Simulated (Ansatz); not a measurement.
**V2Ni3Sn2, a known structure type with other elements, at an estimated volume**

```
CELL_PARAMETERS angstrom
5.12092 0.00000 0.00000
2.50765 4.46492 0.00000
2.50765 1.46770 4.21680
ATOMIC_POSITIONS crystal
Sn 0.50000 0.50000 0.50000
V 0.21500 0.21500 0.21500
V 0.78500 0.78500 0.78500
Sn 0.00000 0.00000 0.00000
Ni 0.00000 0.50000 0.50000
Ni 0.50000 0.00000 0.50000
Ni 0.50000 0.50000 0.00000
```

Single point in Ansatz 0.2.0 with PBE, no spin polarisation. Cutoff 420 eV, PAW datasets, 8×8×8 Γ-centred k mesh, fermi-dirac filling (width 0.1 eV).

(1) Is there a gap?

(2) Is it stable against the elements?

(3) How is the charge shared?

(4) Is the cell too large or too small?

Origin: a known structure type with other elements, at an estimated volume, so it need not be a known compound. Caveats: no spin polarisation, so a magnetic state may lie lower; atoms or cell far from equilibrium.

## Answers

(1) It is a metal, with about 7 states/eV a cell as the mean within 0.25 eV of the Fermi level, mostly V d (58 %) and Ni d (23 %).

(2) 0.77 eV an atom against the elements' usual phases (free molecules for gases, crystals otherwise, with no correction for O₂ or N₂), so at this geometry it isn't bound against them. Relaxing would lower it.

(3) Bader charges in e: V +0.68, Ni -0.56, Sn +0.13 to +0.20. In the mean V gives up most and Ni takes most.

(4) The pressure is 33.7 GPa (compression positive), so with the atoms held at these fractions the cell would first expand; the forces are large, so a full relaxation may end otherwise. The principal stresses 25.6, 25.6, 49.8 GPa differ, so its shape would change too.
